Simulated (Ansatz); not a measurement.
LaZrNO₂ in space group I2_12_12_1 (No. 24; Pearson symbol oI20), PBE (plane waves, PAW; program Ansatz). The conduction-band minimum lies at Γ, with 1 equivalent valley. Second derivatives d²E/dk² of the lowest band at one valley (eV·Å²), along Cartesian directions:

```json
[
 {"direction": "[100]", "d²E/dk²": "11.51"},
 {"direction": "[010]", "d²E/dk²": "18.67"},
 {"direction": "[001]", "d²E/dk²": "3.321"},
 {"direction": "[110]", "d²E/dk²": "15.09"},
 {"direction": "[101]", "d²E/dk²": "7.418"},
 {"direction": "[011]", "d²E/dk²": "10.99"}
]
```

Question: Find the principal effective masses, the density-of-states mass and the conductivity mass.

Answer: Off-diagonal terms follow from H_xy = H[110] − (H_xx + H_yy)/2, and m*/mₑ = 7.620 eV·Å² over each eigenvalue: 0.41, 0.66, 2.3. One valley's DOS mass (m₁m₂m₃)^(1/3) = 0.85, conductivity mass 3/(Σ 1/mᵢ) = 0.68 mₑ.

Question: What effective density of states Nc follows at 300 K for parabolic valleys?

Answer: Nc = 2.509e19 × 1 × (0.85)^(3/2) ≈ 2.0e19 cm⁻³.

The start of the workflow was typed in or built on a structure type; neither database checked (COD, Materials Project) lists it. Whether it is the stable phase at ambient conditions was not checked. Symmetry was held in the PBE relaxation; its stability against distortions is not shown here. No spin polarisation was allowed. Scalar-relativistic: spin–orbit coupling is off unless named, which matters more the heavier the elements.

Potentials: the earlier of the program's two PAW sets.

Edges and masses are those of Kohn–Sham bands, whose gap is no quasiparticle gap.
